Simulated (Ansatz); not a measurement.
Nb2O5:
```xyz
7
Lattice="6.4474 1.9119 0.0000 -6.4474 1.9119 0.0000 -0.0494 0.0000 3.9826" Properties=species:S:1:pos:R:3 pbc="T T T"
Nb     4.5140     1.9119     3.7176
Nb    -4.5634     1.9119     0.2650
O      4.5048     1.9119     1.9434
O     -4.5541     1.9119     2.0392
O      0.0000     0.0000     0.0000
O      2.3826     1.9119     0.0157
O     -2.4320     1.9119     3.9669
```

Relaxed with r²SCAN.

Problem. Give the Bader charges and basin volumes of the independent atoms, DFT-r²SCAN in the program Ansatz with PAW potentials.

Solution. 

```json
[
 {"atom": "Nb1", "Bader charge (e)": "+2.88", "Bader volume (Å³)": "9.5"},
 {"atom": "O3", "Bader charge (e)": "-1.08", "Bader volume (Å³)": "15.8"},
 {"atom": "O5", "Bader charge (e)": "-1.15", "Bader volume (Å³)": "17.7"},
 {"atom": "O6", "Bader charge (e)": "-1.23", "Bader volume (Å³)": "13.6"}
]
```

Space group C2/m. The workflow started from a Materials Project entry (that database holds measured and hypothetical structures alike); the Crystallography Open Database copy checked does not list it. COD files the formula under space group No. 3, 15, 139. Whether it is the stable phase at ambient conditions was not checked. The cell was relaxed with r²SCAN under the symmetry of its start; whether a distortion lowers the energy is not shown. The run is not spin-polarised.

Potentials: the later of the program's two PAW sets.
